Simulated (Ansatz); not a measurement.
ZrO$_{2}$ (anatase, I4_1/amd), the program Ansatz at the r²SCAN level (PAW). The conduction-band minimum lies at Γ, with 1 equivalent valley. Second derivatives d²E/dk² of the lowest band at one valley (eV·Å²), along Cartesian directions:

| direction | d²E/dk² |
|---|---|
| [100] | 16.12 |
| [010] | 16.12 |
| [001] | 3.318 |
| [110] | 16.12 |
| [101] | 9.719 |
| [011] | 9.719 |

Find the principal effective masses, the density-of-states mass and the conductivity mass.

Off-diagonal terms follow from H_xy = H[110] − (H_xx + H_yy)/2, and m*/mₑ = 7.620 eV·Å² over each eigenvalue: 0.47, 0.47, 2.3. One valley's DOS mass (m₁m₂m₃)^(1/3) = 0.80, conductivity mass 3/(Σ 1/mᵢ) = 0.64 mₑ.

What effective density of states Nc follows at 300 K for parabolic valleys?

Nc = 2.509e19 × 1 × (0.80)^(3/2) ≈ 1.8e19 cm⁻³.

The workflow started from a Materials Project entry (that database holds measured and hypothetical structures alike); the Crystallography Open Database copy checked does not list it. It is not the phase usual at ambient conditions (space group No. 14). Symmetry was held in the r²SCAN relaxation; whether a distortion lowers the energy is not shown. No spin polarisation was allowed. Spin–orbit coupling is left out wherever it is not named.

Potentials: the later of the program's two PAW sets.

Edges and masses are those of Kohn–Sham bands, whose gap is no quasiparticle gap.
